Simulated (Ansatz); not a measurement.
Cs₂AgBiBr₆ (Fm-3m), relaxed and computed with several functionals in Ansatz (plane waves, PAW).

| functional | a (Å) | gap (eV) | B₀ by P(V) fit (GPa) |
|---|---|---|---|
| PBEsol | 11.187 | 1.10 | 26.5 |
| HSE06 | 11.418 | 2.21 | 20.9 |
| LDA | … | … | … |
| r²SCAN | 11.344 | 1.67 | 24.6 |

Question: Some entries are withheld; supply them.

Answer: 
- LDA, a (Å): 10.995
- LDA, gap (eV): 0.94
- LDA, B₀ by P(V) fit (GPa): 32.9

All cells were relaxed under the symmetry of their starts (and spin orders); stability against distortions was not tested throughout. Rows with no word on spin ran without spin polarisation. Scalar-relativistic: spin–orbit coupling is off unless named, which matters more the heavier the elements.

Potentials: the later of the program's two PAW sets.

Ansatz (a program for electronic structure) is a plane-wave DFT program.
